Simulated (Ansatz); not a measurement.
## What DFT gives for BaAl2As2

```
Al As Ba
1.0
     2.25762    3.91031    0.00000
    -2.25762    3.91031    0.00000
     0.00000    0.00000    7.66738
Al As Ba
2 2 1
Direct
  0.33330 0.33340 0.62470
  0.66670 0.66660 0.37530
  0.33330 0.33340 0.26800
  0.66670 0.66660 0.73200
  0.00000 0.00000 0.00000
```

Single point in Ansatz 0.2.0 with PBE, no spin polarisation. Cutoff 420 eV, PAW datasets, 9×9×5 Γ-centred k mesh, fermi-dirac filling (width 0.0221 eV).

What happens at the Fermi level?

It is a metal, with about 2.4 states/eV a cell as the mean within 0.25 eV of the Fermi level.

What does the stress say?

The pressure is -2.7 GPa (compression positive), so with the atoms held at these fractions the cell would first shrink; the forces are large, so a full relaxation may end otherwise. The principal stresses -7.3, -0.4, -0.4 GPa differ, so its shape would change too.

Is it stable against the elements?

-0.45 eV an atom against the elements' usual phases (free molecules for gases, crystals otherwise, with no correction for O₂ or N₂), so it is bound against them; other compounds may still compete. Relaxing would lower it.

Which atom feels the largest force, and which way?

The largest is on As3 (and as large on other atoms): 1.65 eV/Å, components (0.00, 0.00, 1.65). It makes 72° with the line to a nearest neighbour, Al2 at 2.73 Å.

Give the Bader charges.

Bader charges in e: Ba +1.17, Al +1.10, As -1.69. In the mean Ba gives up most and As takes most.

Origin: a known structure type with other elements, at an estimated volume, so it need not be a known compound. Caveats: atoms or cell far from equilibrium.
